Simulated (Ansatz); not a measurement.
TiNi:
Space group P2₁/m (No. 11); a = 2.881 Å, b = 3.970 Å, c = 4.855 Å, α = 90.00°, β = 106.90°, γ = 90.00°

| atom | site | symmetry | x | y | z |
|---|---|---|---|---|---|
| Ti | 2e | m | 0.3587 | 0.2500 | 0.2138 |
| Ni | 2e | m | 0.0835 | 0.2500 | 0.6698 |

Relaxed with PBEsol.

Task: Which orbitals make up the states near the Fermi level in plane-wave PAW PBEsol (Ansatz code)?

Result: Within 0.5 eV of the Fermi level: Ti 3d 65 %, Ni 3d 22 %, outside the projected shells 8 %. Projections are on Löwdin-orthogonalised atomic valence shells; empty p or d shells of many metals are not among them.

Task: Tabulate the density of states.

Result: States/eV per cell of 4 atoms, in 0.25 eV bins, energy from the Fermi level.

```
E (eV)  total  Ni 3d  Ti 3d  Ni 4s
------  -----  -----  -----  -----
-7.85    0.02   0.00   0.00   0.01
-7.60    0.13   0.00   0.00   0.04
-7.35    0.21   0.00   0.00   0.07
-7.10    0.27   0.00   0.00   0.10
-6.85    0.33   0.00   0.00   0.12
-6.60    0.40   0.00   0.01   0.16
-6.35    0.49   0.01   0.01   0.20
-6.10    0.52   0.01   0.02   0.22
-5.85    0.56   0.02   0.03   0.24
-5.60    0.60   0.03   0.04   0.26
-5.35    0.73   0.05   0.07   0.30
-5.10    0.89   0.09   0.10   0.36
-4.85    1.15   0.17   0.17   0.45
-4.60    1.76   0.40   0.34   0.64
-4.35    2.51   0.80   0.65   0.77
-4.10    2.63   1.17   0.73   0.45
-3.85    4.24   2.43   1.08   0.23
-3.60    9.36   6.32   1.93   0.25
-3.35    8.37   6.15   1.43   0.17
-3.10    5.30   4.01   0.86   0.09
-2.85    9.32   7.69   1.07   0.11
-2.60    9.34   7.58   1.20   0.16
-2.35    7.75   6.33   1.08   0.09
-2.10    9.92   8.19   1.28   0.16
-1.85   12.67  10.65   1.37   0.30
-1.60    4.29   3.06   0.75   0.25
-1.35    2.24   1.07   0.74   0.20
-1.10    2.69   1.07   1.11   0.16
-0.85    3.81   1.15   1.96   0.15
-0.60    3.70   0.92   2.03   0.19
-0.35    3.37   0.68   2.08   0.13
-0.10    2.64   0.48   1.65   0.11
0.15     3.84   0.91   2.47   0.13
0.40     5.86   1.33   3.99   0.09
0.65     5.25   1.09   3.73   0.10
0.90     5.84   1.07   4.18   0.11
1.15     4.80   0.66   3.60   0.10
1.40     4.21   0.53   3.32   0.09
1.65     3.70   0.38   3.14   0.03
1.90     5.16   0.51   4.47   0.03
```

Space group P2_1/m. The first step of the workflow began from a Materials Project structure, measured or hypothetical; the Crystallography Open Database files this formula in space group No. 11, but the cells were not matched. Whether it is the stable phase at ambient conditions was not checked. The PBEsol relaxation kept the symmetry of its start; of distortions, only those at the zone centre were tested. The run is not spin-polarised. Axis ratios of metals converge slowly with the k-mesh, so a and c are less sure than the volume.

Potentials: the later of the program's two PAW sets.
